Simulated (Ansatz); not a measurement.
The relaxed structure here is a generated cell of TaAs: the first start was made by a random draw of sites in a space group, and the end was not matched to a known phase here, so it may be hypothetical. Known forms of TaAs include space group No. 109.

One starting cell of TaAs (a randomly generated symmetric cell of TaAs (space group No. 99)) was relaxed twice with Ansatz (plane waves, PAW, scalar-relativistic): with r2SCAN at 500 eV and with PBE at 420 eV. The r2SCAN result:

```
TaAs
1.0
    3.19870     0.00000     0.00000
    0.00000     3.19870     0.00000
    0.00000     0.00000     3.19870
As Ta
1 1
Direct
  0.50000   0.50000   0.50000
  0.00000   0.00000   0.00000
```

```csv
quantity,r2SCAN,PBE
space group,Pm-3m,Pm-3m
volume (Å³/atom),16.36,?
a (Å),3.199,?
"gap (eV, no spin-orbit coupling)",0.00,?
```

### Question
What does PBE give for the same quantities?

### Answer

- volume (Å³/atom), PBE: 16.61
- a (Å), PBE: 3.214
- gap (eV, no spin-orbit coupling), PBE: 0.00

Both levels end in the same structure; PBE's volume is 1.5 % larger. Neither column is exact.

No spin polarisation in the result.

The run could not lose the symmetry of its start, so the end can be a saddle point.

Ansatz is a quantum-chemistry and plane-wave program.
